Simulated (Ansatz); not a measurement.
Input and command of a calculation in Ansatz (plane waves; scalar-relativistic PAW potentials unless the input names others):

```yaml
crystal:
  lattice:
    - [4.6269911215, 0.0, 0.0]
    - [0.0, 4.6269911215, 0.0]
    - [0.0, 0.0, 5.7483232931]
  atoms:
    - { symbol: NAx, position: [0.0, 0.5, 0.6403182063] }
    - { symbol: Na, position: [0.5, 0.0, 0.3596817937] }
    - { symbol: P, position: [0.0, 0.0, 0.0] }
    - { symbol: P, position: [0.5, 0.5, 0.0] }
    - { symbol: P, position: [0.0, 0.5, 0.1370988439] }
    - { symbol: P, position: [0.5, 0.0, 0.8629011561] }
basis:
  ecutwfc: 420
kpoints:
  mp_grid: { grid: [8, 8, 8] }
hamiltonian:
  xc: pbe
scf:
  occupations: { method: gaussian, width: 0.1 }
  max_iter: 50
output:
  forces: true
  eigenvalues: true
  stress: true
```

```bash
ansatz run input.yaml --threads 1 --pin off --max-ram 2560MiB --backend cpu --events-out ev --progress --plain --runs-dir out
```

Question: Will this input run?

Answer: The program refuses it, because of an unknown element (crystal.atoms[0].symbol: "Na" → "NAx"). With the sound run's settings it is accepted.

Abridged log:
```
Error: YAML parse error: error: line 7 column 17: `NAx` is not an element symbol (H … Og, case-exact)
 --> <input>:7:17
  |
5 |     - [0.0, 0.0, 5.7483232931]
6 |   atoms:
7 |     - { symbol: NAx, position: [0.0, 0.5, 0.6403182063] }
  |                 ^ `NAx` is not an element symbol (H … Og, case-exact)
8 |     - { symbol: Na, position: [0.5, 0.0, 0.3596817937] }
9 |     - { symbol: P, position: [0.0, 0.0, 0.0] }
  |
```